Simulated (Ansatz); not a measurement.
An Ansatz (an electronic-structure program) input:

Ansatz 0.2 input:
```yaml
crystal:
  lattice:
    - [2.7300876001, 0.0, 0.0]
    - [-1.3650438, 2.3643252162, 0.0]
    - [0.0, 0.0, 4.8372124405]
  atoms:
    - { symbol: Mo, position: [0.3333333333, 0.6666666667, 0.25] }
    - { symbol: Mo, position: [0.6666666667, 0.3333333333, 0.75] }
kpoints:
  mp_grid: { grid: [13, 13, 6] }
  band_path:
    path:
      - [[0.0, 0.0, 0.0], [0.5, 0.0, 0.0], [0.3333333333, 0.3333333333, 0.0], [0.0, 0.0, 0.0], [0.0, 0.0, 0.5], [0.5, 0.0, 0.5], [0.3333333333, 0.3333333333, 0.5], [0.0, 0.0, 0.5]]  # Γ-M-K-Γ-A-L-H-A
      - [[0.5, 0.0, 0.5], [0.5, 0.0, 0.0]]  # L-M
      - [[0.3333333333, 0.3333333333, 0.5], [0.3333333333, 0.3333333333, 0.0]]  # H-K
    npoints: 8
basis: { xc_grid: 2 }
hamiltonian:
  xc: pbesol
  pseudopotentials: { kind: paw }
magnetization: { noncollinear: true, spin_orbit: true }
scf:
  n_extra_bands: 12
  convergence: { dr2_threshold: 0.0000000001 }
  occupations: { method: gaussian, width: 0.05 }
output: { eigenvalues: true }
```

Task: How many symmetry operations and irreducible k-points will the run report?

Result: 24 operations, 84 of 1014 k-points.

Task: With a cutoff of 420 eV, how many plane waves at Γ?

Result: 623.

It took around 22 core-seconds (rough) on shared server cores.

Space group P6_3/mmc (hcp (Mg type)). The start of the workflow was typed in or built on a structure type; the Crystallography Open Database copy checked does not list it. It is not the phase usual at ambient conditions (space group No. 229). The PBEsol relaxation kept the symmetry of its start; phonons show weakly imaginary modes. The run is not spin-polarised.

Potentials: the later of the program's two PAW sets.

Ansatz is a plane-wave DFT program.
